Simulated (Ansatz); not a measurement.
This run works on a generated trial structure, not on a known crystal.

Input and command of a plane-wave DFT calculation in Ansatz:

```yaml
crystal:
  lattice:
    - [4.21669589, 0.0, 0.0]
    - [-2.10834795, 3.65176576, 0.0]
    - [0.0, 0.0, 10.43251132]
  atoms:
    - { symbol: Ba, position: [0.0, 0.0, 0.59245733] }
    - { symbol: Ba, position: [0.66666667, 0.33333333, 0.83705092] }
    - { symbol: Te, position: [0.33333333, 0.66666667, 0.22181412] }
    - { symbol: Mo, position: [0.33333333, 0.66666667, 0.01261587] }
    - { symbol: Mo, position: [0.66666667, 0.33333333, 0.14488492] }
basis:
  ecutwfc: 420
kpoints:
  mp_grid: { grid: [5, 5, 2] }
hamiltonian:
  xc: pbe
scf:
  occupations: { method: gaussian, width: 0.2 }
  lower_state_search: "off"
output:
  forces: true
  stress: true
  eigenvalues: true
relax:
  adjacent_minimum: "off"
  f_tol: 0.08
  max_steps: 16
  cell: { stress_tol: 0.8 }
```

```bash
ansatz run input.yaml --threads 1 --pin off --max-ram 2560MiB --backend cpu --events-out ev --progress --plain --runs-dir out
```

Processor: Arm Neoverse V1, 1 thread, on a host shared with other jobs.

Problem. How long does it run, and how much memory does it take?

Solution. About 81 s, peak memory 0.41 GiB. It solves 39 bands at 10 k points (after reduction by symmetry) with about 3315 plane waves (on the last cell), in 77 SCF iterations over 9 ionic steps.
